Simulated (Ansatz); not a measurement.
Below is a relaxed structure of Na₃TlCl₄. The cell was found from a structure generator's guess, not taken from experiment.

Computed with Ansatz 0.2.0, DFT PBE, scalar-relativistic, plane waves, PAW. Cutoff 420 eV, Γ-centred mesh, Gaussian smearing, no spin polarisation.

```
Na Tl Cl
1.0
    -3.02532    3.02532    5.89105
     3.02532   -3.02532    5.89105
     3.02532    3.02532   -5.89105
Na Tl Cl
3 1 4
Direct
  0.00000 0.00000 0.00000
  0.25000 0.75000 0.50000
  0.75000 0.25000 0.50000
  0.50000 0.50000 0.00000
  0.76882 0.76882 0.00000
  0.23118 0.23118 0.00000
  0.00000 0.50000 0.50000
  0.50000 0.00000 0.50000
```

Formation energies are uncorrected and refer to the elements' standard structures at the same level (Cl₂ as a molecule).

Problem. What space group does it have?

Solution. I4/mmm (No. 139), with Na and Tl ordered on rock salt sites. Conventional cell: a = 6.051 Å, c = 11.782 Å. Na on a site of symmetry 4/mmm has 2 Cl at 2.72 Å and 4 Cl at 3.03 Å; around Na on a site of symmetry -4m2 lie 6 Cl at 2.95–3.03 Å; Tl is surrounded by 6 Cl at 3.03–3.17 Å; Cl on a site of symmetry 4mm has 1 Na at 2.72 Å, 4 Na at 3.03 Å and 1 Tl at 3.17 Å; 1 more site not described.

Problem. How far does it lie from the elements in energy?

Solution. −1.602 eV/atom. Whether it is stable depends on the other phases of the system, which aren't compared here.

Problem. Is it a metal?

Solution. No, the gap on the 4×4×4 mesh is 3.18 eV.

The last run used a 4×4×4 mesh for its 8-atom cell and Gaussian smearing of 0.02 eV. The end has Fmm2 (No. 42) at a tolerance of 0.01 Å; the cell shown is made exact in the group found at 0.02 Å. Spin–orbit coupling, which can matter for Tl, is left out. Kohn–Sham gaps at this level usually fall short of measured ones. The missing spin–orbit coupling can work the other way here. This cell was reached by moving the atoms of another relaxed cell at random and relaxing again, last within the group found; it had no such test of its own.
